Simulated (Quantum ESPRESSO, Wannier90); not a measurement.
# SnO2 (Pnnm), plane waves to Wannier functions

```xyz
6
Lattice="4.7880 0.0000 0.0000 0.0000 4.8666 0.0000 0.0000 0.0000 3.2409" Properties=species:S:1:pos:R:3 pbc="T T T"
Sn     2.3940     2.4333     1.6204
Sn     0.0000     0.0000     0.0000
O      1.3974     1.5624     0.0000
O     -1.3974    -1.5624     0.0000
O     -0.9966     0.8709     1.6204
O      0.9966    -0.8709     1.6204
```

Cell from Materials Project (mp-550172), symmetrised, no further relaxation. Not found in the COD (Crystallography Open Database) copy used, which has the formula in other groups; not checked further. Method: PBEsol plane waves in Quantum ESPRESSO 7.5 (PseudoDojo norm-conserving files, 68 Ry, spinors with spin-orbit coupling), Bloch states on a 4×4×6 mesh through Γ, Wannier90 4.0.1. Density: 6×6×10 mesh, Gaussian smearing 0.01 Ry.

Bands 1-8 form an isolated set from -21.05 to -20.50 eV relative to the valence-band maximum (on the path) and are turned into 8 Wannier functions by minimising the spread from the start: SCDM (isolated).

### Question
Where do the functions sit, how wide are they and what are they made of?

### Answer
```tsv
functions	spread (Å²)	nearest atom, distance (Å)	second atom, distance (Å)	weight on atomic waves
2	0.90	Sn 0.00	O 2.09	Sn 4d 92 %
2	0.85	Sn 0.00	O 2.09	Sn 4d 93 %, O 2s 4 %
2	0.86	Sn 0.00	O 2.09	Sn 4d 93 %, O 2s 5 %
2	0.89	Sn 0.00	O 2.09	Sn 4d 92 %
```

Ω_I = 6.95 Å², Ω_total = 7.00 Å²; the interpolated bands follow pw.x to 0.1 meV rms on the path. Only this start was tried; a symmetric start can stop on a saddle, and mixtures of these functions could lower the total by at most Ω_total − Ω_I.
